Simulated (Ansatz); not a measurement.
Relaxed-ion elastic tensor of AlAg (rock salt, space group No. 225) in GPa (Voigt order), the program Ansatz at the r²SCAN level (PAW); density 5.80 g/cm³, 19.31 Å³ per atom.

```tsv
	1	2	3	4	5	6
1	121	43.8	43.8	0.0	0.0	0.0
2	43.8	121	43.8	0.0	0.0	0.0
3	43.8	43.8	121	0.0	0.0	0.0
4	0.0	0.0	0.0	-14.5	0.0	0.0
5	0.0	0.0	0.0	0.0	-14.5	0.0
6	0.0	0.0	0.0	0.0	0.0	-14.5
```

Question: Is the crystal mechanically stable?

Answer: No: the smallest eigenvalue of C is -14.5 GPa.

Space group Fm-3m (rock salt). The start of the workflow was typed in or built on a structure type; neither database checked (COD, Materials Project) lists it. Whether it is the stable phase at ambient conditions was not checked. The cell was relaxed with r²SCAN under the symmetry of its start. At this level the phase is mechanically unstable. The run is not spin-polarised. The volume moved by 21 % from the start of the relaxation. Its formation energy is positive at this level, so the cell may be metastable or incomplete. As this level gives no gap, shear constants depend on the k-mesh and smearing (Fermi–Dirac, 0.1 eV here).

Potentials: the later of the program's two PAW sets.
